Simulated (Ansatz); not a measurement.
Cd (hcp, Mg type)

```
Cd
1.0
    2.96202     0.00000     0.00000
   -1.48101     2.56519     0.00000
    0.00000     0.00000     5.79795
Cd
2
Direct
  0.33333   0.66667   0.75000
  0.66667   0.33333   0.25000
```

E(V) scan at fixed shape, V₀ the volume above. Symmetry pins the atoms to their sites.

These are r2SCAN (plane waves to 500 eV, PAW, scalar-relativistic; Ansatz, a quantum-chemistry and plane-wave program) values and carry that method's errors. k mesh 18×18×8 (Γ-centred), Fermi-Dirac smearing 0.05 eV. Compression counts positive. Cd was relaxed with its symmetry unable to fall.

At one point of the scan the stress tensor (GPa) is:

```
    3.1      0.0      0.0
    0.0      3.1      0.0
    0.0      0.0      1.6
```

Which point is it?
A) V/V₀ = 0.950
B) V/V₀ = 0.960
C) V/V₀ = 0.980
D) V/V₀ = 0.990

B, V/V₀ = 0.960

(Under strain, the slope of the energy per volume gives the stress and its curvature an elastic modulus.)
